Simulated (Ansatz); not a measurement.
## Relaxing a structure of Sn

The start is a generated cell, Sn placed in the diamond structure type. Cell shape, volume and atoms are optimised at zero target pressure with PBEsol (plane waves to 420 eV, PAW, scalar-relativistic; Ansatz, a program for electronic structure). First-step values are on the input's coarse k-mesh.

Ansatz input (later rounds restart from its end on a renewed k-mesh):
Ansatz 0.2 input:
```yaml
crystal:
  lattice:
    - [0, 3.048241, 3.048241]
    - [3.048241, 0, 3.048241]
    - [3.048241, 3.048241, 0]
  atoms:
    - { symbol: Sn, position: [0.25, 0.25, 0.25] }
    - { symbol: Sn, position: [0, 0, 0] }
basis: { ecutwfc: 420, ecutrho_ratio: 4, xc_grid: 2, fft_grid_basis: typed }
kpoints: { mp_grid: { grid: [9, 9, 9] } }
hamiltonian:
  xc: pbesol
  dispersion: none
  pseudopotentials: { azcp: { folder: ./paw }, kind: paw }
scf: { occupations: { method: fermi_dirac, width: 0.05 } }
relax: { f_tol: 0.01, max_steps: 100, cell: { stress_tol: 0.02 } }
output: { forces: true, stress: true }
```

- Initial pressure = +14.6 GPa (positive: the cell is compressed)
- Outcome = The space group stays Fd-3m (No. 227) (the run could not lower it); the end is diamond type, with 2 atoms in the primitive cell
- Energy released = 0.25 eV/atom
- Volume change = +23.5 %, from 28.32 to 34.98 Å³/atom
- Band gap at the end = zero (metallic)
- Optimiser moves = 4

Final values are on a 12×12×12 k-mesh of the relaxed cell. No spin polarisation in the result.

The run could not lose the symmetry of its start.

All atoms sit on sites fixed by symmetry, so only the cell could relax.
